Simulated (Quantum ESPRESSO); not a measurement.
# Moving one atom in Si6AlP

The results below are calculated, not measured. They come from pw.x of Quantum ESPRESSO 7.5, a plane-wave density functional program, with PseudoDojo standard norm-conserving files (v0.5 for PBE, v0.4.1 for LDA and PBEsol). The cells are made up: elements, strain and atom displacements were drawn at random, and nothing was relaxed. There is no spin polarisation, spin-orbit coupling or dispersion term.

The cell has 8 sites of a zincblende or diamond lattice. Sites 1 to 4 hold Si Si Si Si; sites 5 to 8 hold Al Si P Si. Cell vectors in Å: (5.604, -0.043, -0.038); (-0.043, 5.490, 0.064); (-0.038, 0.064, 5.628). Settings: PBE, cutoff 599 eV, 6 x 6 x 6 k mesh shifted by half a step, Fermi-Dirac smearing of 0.1 eV.

Each run shifts the Si atom on site 8 along x and leaves all else fixed. Site 1 is one of its nearest neighbours. E is the free energy of the cell above the lowest run shown.

```
run  shift (Å)  Fx on site 8 (eV/Å)  Fx on site 1 (eV/Å)  P (GPa)  E (meV)
  1    -0.0760                1.562               -0.811    -2.28    102.8
  2    -0.0559                1.339               -0.744    -2.31     73.7
  3    -0.0299                1.045               -0.654    -2.33     42.7
  5     0.0232                0.431               -0.460    -2.34      3.4
  6     0.0323                0.324               -0.425    -2.33      0.0
  7     0.1089               -0.584               -0.123    -2.25      9.9
  4    -0.0070                    ?                    ?        ?        ?
```

A rerun of one of these cells at 838 eV and k mesh 8 x 8 x 8 moved values by no more than 0.002 eV in the cell's energy, 0.02 GPa in stress and 0.003 eV/Å in force.

## Worked fit

A parabola through the six runs shown gives Fx on site 8 = 0.700 - 11.54 u - 2.4 u² eV/Å, with u in Å and a scatter of 0.002 eV/Å. Minus the slope, 11.54 ± 0.06 eV/Å², is this atom's force constant along x at u = 0, with its periodic images moving too. The fitted force vanishes at u = 0.060 Å, where the energy should be lowest along this line. The error is the larger of the fit's own and the change that a cubic makes, rounded up.

## Withheld run

Question: what Fx on site 8 should run 4 give?

The fit gives 0.781 eV/Å. The calculation gave 0.782 eV/Å.

```
run,shift (Å),Fx on site 8 (eV/Å),Fx on site 1 (eV/Å),P (GPa),E (meV)
4,-0.0070,0.782,-0.571,-2.34,21.8
```